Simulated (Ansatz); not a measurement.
With r²SCAN (plane waves, PAW; program Ansatz), ZnInNO in the trigonal phase (P3m1; In on 1b, Zn on 1c, O on 1b, N on 1c) relaxes to a = 3.450 Å, c = 5.397 Å. In has 4 nearest neighbours from 2.09 Å (tetrahedral); Zn has 4 nearest neighbours from 1.98 Å (tetrahedral); O has 4 nearest neighbours from 2.08 Å (tetrahedral); N has 4 nearest neighbours from 1.98 Å (tetrahedral). Its formation energy from the elements is -0.79 eV/atom, with no fitted shifts.

It is gapped at this level: 0.28 eV (direct). The valence maximum lies at Γ and the conduction minimum at Γ. HSE06 on the same cell gives 1.07 eV. Gap from r²SCAN with spin–orbit coupling: 0.28 eV. Electrons at the band edge weigh 0.054, 0.054, 0.099 mₑ (principal values).

The bulk modulus is 136 GPa. The relaxed-ion elastic constants in GPa are C11 = 211, C12 = 116, C13 = 98.1, C14 = 0.2, C33 = 194, C44 = 43.7. The elastic constants imply a Debye temperature near 381 K. Bader charges are In +1.62, Zn +1.22, O -1.29, N -1.55 e.

The start of the workflow was typed in or built on a structure type; neither database checked (COD, Materials Project) lists it. Whether it is the stable phase at ambient conditions was not checked. The cell was relaxed with r²SCAN under the symmetry of its start; whether a distortion lowers the energy is not shown. The references are the lowest solids computed at this level, not always the standard phases (solids in place of the gases). Spin–orbit coupling is left out wherever it is not named.

Potentials: the earlier of the program's two PAW sets. The files were generated under PBE; for other functionals the program regenerates the frozen cores, and for LDA and PBEsol the local potential too.
